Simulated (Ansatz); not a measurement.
# AlN, one structure, two calculations

Cell: a COD entry, ions relaxed with PBE at fixed cell.

```
CELL_PARAMETERS angstrom
3.11300 0.00000 0.00000
-1.55650 2.69594 0.00000
0.00000 0.00000 4.98100
ATOMIC_POSITIONS crystal
Al 0.33333 0.66667 0.99902
Al 0.66667 0.33333 0.49902
N 0.33333 0.66667 0.38098
N 0.66667 0.33333 0.88098
```

Atoms are numbered from 1 in the order listed; like atoms form one site, named after its first atom.

First run. Computed with Ansatz: DFT, PBE, plane waves and PAW, scalar-relativistic, 420 eV cutoff, Γ-centred 11×11×6 k-points, Fermi–Dirac smearing 0.02 eV.

| site | atom | V_zz (10²¹ V/m²) | η |
| --- | --- | --- | --- |
| Al | 1 | 0.48 | 0.00 |
| N | 3 | -0.017 | 0.00 |

Second run. The same atoms and settings, except that the functional is r2SCAN and the cutoff is 500 eV.

Q: What does the second run give?

A: 

| site | atom | V_zz | η | change of V_zz |
| --- | --- | --- | --- | --- |
| Al | 1 | 0.49 | 0.00 | +0.01 |
| N | 3 | -0.028 | 0.00 | -0.01 |

No V_zz moves by more than 0.01.

For the second run: With these PAW files V_zz is typically within 2 to 3 % of all-electron values, but misses above 10 % occur on Al.
